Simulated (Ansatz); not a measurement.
Given:

Starting cell, GaP (zinc blende):

```xyz
4
Lattice="0.0000 5.5060 5.5060 2.7530 0.0000 2.7530 2.7530 2.7530 0.0000" Properties=species:S:1:pos:R:3 pbc="T T T"
P      4.1295     4.1295     4.1295
P      4.1295     6.8825     6.8825
Ga     0.0000     0.0000     0.0000
Ga     0.0000     2.7530     2.7530
```

Two-dimensional scan of atom 4 (Ga, nearest neighbour P at 2.384 Å; its periodic images, 3.9 Å or more away, move with it): u runs along (1.000, 0.000, 0.000), v along (0.000, 0.000, 1.000) (Cartesian). Cell and other atoms are fixed.

Computed with PBE (plane waves to 420 eV, PAW, scalar-relativistic; Ansatz, a program for electronic structure). k mesh 4×8×8 (Γ-centred), Fermi-Dirac smearing 0.05 eV. E stands for the smeared free energy. As the smearing reaches across the gap at some points, energies and forces of such displacements shift with the k mesh and the smearing. GaP was relaxed with its symmetry unable to fall. ΔE is measured from the undisplaced structure. Axes are in Å.

The scan covers u from -0.600 to 0.600 Å in 7 points and v from -0.600 to 0.600 Å in 7 points.

Task: Is the undisplaced position a minimum, a maximum or a saddle of this map?

Result: A minimum.

Task: What are the two principal curvatures of the energy at the centre?

Result: 9.1 and 10.5 eV/Å².

(For displaced atoms, the force is minus the slope of the energy, and its curvature is a force constant, which sets phonon frequencies.)
